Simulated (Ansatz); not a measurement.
Be₂C:
```
Be2C
1.0
    0.00000     2.16422     2.16422
    2.16422     0.00000     2.16422
    2.16422     2.16422     0.00000
Be C
2 1
Direct
  0.25000   0.25000   0.25000
  0.75000   0.75000   0.75000
  0.00000   0.00000   0.00000
```

Relaxed with PBE.

Give the optical modes at the zone centre with their infrared and Raman activity from DFPT, DFT-PBE in the program Ansatz with PAW potentials.

Transverse frequencies, without the LO–TO term; a row sums one degenerate level.

| ω (cm⁻¹) | degeneracy | IR ((D/Å)²/amu) | Raman (Å⁴/amu) | activity | symmetry |
|---|---|---|---|---|---|
| 634 | 3 | 91.15 | 0 | IR | T1u |
| 696 | 3 | 0.00 | 2.0 | Raman | T2g |

How high does the top mode go among those that the LO–TO term moves?

928 cm⁻¹ for q along x.

Space group Fm-3m (fluorite or antifluorite type). The PBE relaxation kept the symmetry of its start; phonons on a q-mesh show no instability.

Potentials: the later of the program's two PAW sets.
